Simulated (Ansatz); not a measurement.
All cells below were computed with r2SCAN (plane-wave PAW, Ansatz 0.2.0, no spin polarisation, atoms fixed as given).

Problem. Rank them by the largest force on an atom, smallest first.
A.
TlGeS2 (500 eV, 10×10×10 mesh on the cell that ran, as a rule the primitive one, fermi-dirac 0.1 eV)
```cif
data_structure
_symmetry_space_group_name_H-M 'R-3m:H'
_symmetry_Int_Tables_number 166
_cell_length_a 3.8726
_cell_length_b 3.8726
_cell_length_c 20.6385
_cell_angle_alpha 90.000
_cell_angle_beta 90.000
_cell_angle_gamma 120.000
_cell_volume 268.06
loop_
_atom_site_label
_atom_site_type_symbol
_atom_site_symmetry_multiplicity
_atom_site_Wyckoff_symbol
_atom_site_fract_x
_atom_site_fract_y
_atom_site_fract_z
_atom_site_occupancy
Tl1 Tl 3 b 0.66667 0.33333 0.83333 1
Ge1 Ge 3 a 0.00000 0.00000 0.00000 1
S1 S 6 c 0.33333 0.66667 0.92907 1
```
B.
MoAsRu (500 eV, 6×6×9 mesh on the cell that ran, as a rule the primitive one, fermi-dirac 0.0148 eV)
Space group P-62m (No. 189). a = 6.243 Å, b = 6.243 Å, c = 3.945 Å, α = 90.00°, β = 90.00°, γ = 120.00°
```json
{"atom": "Ru", "site": "3f", "symmetry": "m2m", "x": "0.0000", "y": "0.7497", "z": "0.0000"}
{"atom": "Mo", "site": "3g", "symmetry": "m2m", "x": "0.0000", "y": "0.4135", "z": "0.5000"}
{"atom": "As", "site": "2c", "symmetry": "-6..", "x": "0.6667", "y": "0.3333", "z": "0.0000"}
{"atom": "As", "site": "1b", "symmetry": "-62m", "x": "0.0000", "y": "0.0000", "z": "0.5000"}
```
C.
TlGa2Au2 (500 eV, 8×8×8 mesh on the cell that ran, as a rule the primitive one, cold 0.1673 eV)
Space group I4/mmm (No. 139). a = 4.467 Å, b = 4.467 Å, c = 10.362 Å, α = 90.00°, β = 90.00°, γ = 90.00°
| atom | site | symmetry | x | y | z |
| --- | --- | --- | --- | --- | --- |
| Tl | 2a | 4/mmm | 0.0000 | 0.0000 | 0.0000 |
| Au | 4d | -4m2 | 0.5000 | 0.0000 | 0.7500 |
| Ga | 4e | 4mm | 0.5000 | 0.5000 | 0.8620 |

Solution. A (0.41 eV/Å), B (0.80 eV/Å), C (1.38 eV/Å).

Origins: TlGa2Au2, a known structure type with other elements, at an estimated volume; TlGeS2, a known structure type with other elements, at an estimated volume; MoAsRu, a known structure type with other elements, at an estimated volume. Caveats for one or more cells: wide smearing; many states at the Fermi level without spin polarisation, so a magnetic state may lie lower.
